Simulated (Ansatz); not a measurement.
## GaN: from a starting cell to a relaxed one

The start is a generated cell, GaN placed in the wurtzite structure type. The cell and all atomic positions are relaxed at zero pressure with r2SCAN (plane waves to 500 eV, PAW, scalar-relativistic; Ansatz, a first-principles code). The first steps use a coarse 8×8×5 k-mesh.

Input geometry:
```
CELL_PARAMETERS angstrom
      3.19751     0.00000     0.00000
     -1.59876     2.76913     0.00000
      0.00000     0.00000     5.23679
ATOMIC_POSITIONS crystal
  Ga 0.66667 0.33333 0.00000
  Ga 0.33333 0.66667 0.50000
  N  0.66667 0.33333 0.62520
  N  0.33333 0.66667 0.12520
```

```json
{
  "initial_pressure": "-3.6 GPa (negative: the cell is under tension)",
  "energy_released": "3 meV/atom",
  "volume_change": "-1.9 %, from 11.59 to 11.37 Å³/atom",
  "Shortest distances (start → end)": "The closest pairs of elements (up to four, under 3.6 Å), start → end: Ga–N 1.96 → 1.95 Å; Ga–Ga 3.20 → 3.18 Å; N–N 3.20 → 3.18 Å",
  "optimiser_moves": "4"
}
```

The end point of the relaxation:

Space group P6₃mc (No. 186); a = 3.1831 Å, b = 3.1831 Å, c = 5.1836 Å, α = 90.00°, β = 90.00°, γ = 120.00°

```
atom  site  symmetry       x       y       z
----  ----  --------  ------  ------  ------
Ga      2b       3m.  0.6667  0.3333  0.0010
N       2b       3m.  0.3333  0.6667  0.1242
```

Final values are on a 12×12×7 k-mesh of the relaxed cell. No spin polarisation in the result.

The run could not lose the symmetry of its start; a randomly shaken copy of 4 atoms returns to this structure.
